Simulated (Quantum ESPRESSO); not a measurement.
# Moving one atom in GaIn2AlP4

Calculated results; nothing here was measured. They come from pw.x of Quantum ESPRESSO 7.5, a plane-wave density functional program, with PseudoDojo standard norm-conserving files (v0.5 for PBE, v0.4.1 for LDA and PBEsol). The cells are made up: elements, strain and atom displacements were drawn at random, and nothing was relaxed. There is no spin polarisation, spin-orbit coupling or dispersion term.

The cell has 8 sites of a zincblende or diamond lattice. Sites 1 to 4 hold Ga In In Al; sites 5 to 8 hold P P P P. Cell vectors in Å: (5.764, 0.000, -0.069); (0.000, 5.676, 0.034); (-0.069, 0.034, 5.555). Settings: PBE, cutoff 1088 eV, 4 x 4 x 4 k mesh shifted by half a step, Fermi-Dirac smearing of 0.025 eV.

Each run shifts the P atom on site 7 along x and leaves all else fixed. Site 4 is one of its nearest neighbours. E is the free energy of the cell above the lowest run shown.

```
run  shift (Å)  Fx on site 7 (eV/Å)  Fx on site 4 (eV/Å)  P (GPa)  E (meV)
  1    -0.1278                1.837               -1.193     4.93    145.5
  2    -0.0852                1.347               -1.070     4.79     77.6
  3    -0.0244                0.642               -0.900     4.66     17.1
  4     0.0207                0.117               -0.780     4.60      0.0
  6     0.0473               -0.191               -0.712     4.58      1.0
  7     0.1110               -0.922               -0.558     4.59     36.5
  5     0.0350                    ?                    ?        ?        ?
```

A rerun of one of these cells at 1377 eV and k mesh 6 x 6 x 6 moved values by no more than 0.008 eV in the cell's energy, 0.02 GPa in stress and 0.002 eV/Å in force.

## Worked fit

A parabola through the six runs shown gives Fx on site 7 = 0.358 - 11.56 u + 0.2 u² eV/Å, with u in Å and a scatter of 0.003 eV/Å. Minus the slope, 11.56 ± 0.07 eV/Å², is this atom's force constant along x at u = 0, with its periodic images moving too. The fitted force vanishes at u = 0.031 Å, where the energy should be lowest along this line. The error is the larger of the fit's own and the change that a cubic makes, rounded up.

## Withheld run

Question: what Fx on site 7 should run 5 give?

The fit gives -0.046 eV/Å. The calculation gave -0.049 eV/Å.

```
run  shift (Å)  Fx on site 7 (eV/Å)  Fx on site 4 (eV/Å)  P (GPa)  E (meV)
  5     0.0350               -0.049               -0.743     4.59     -0.5
```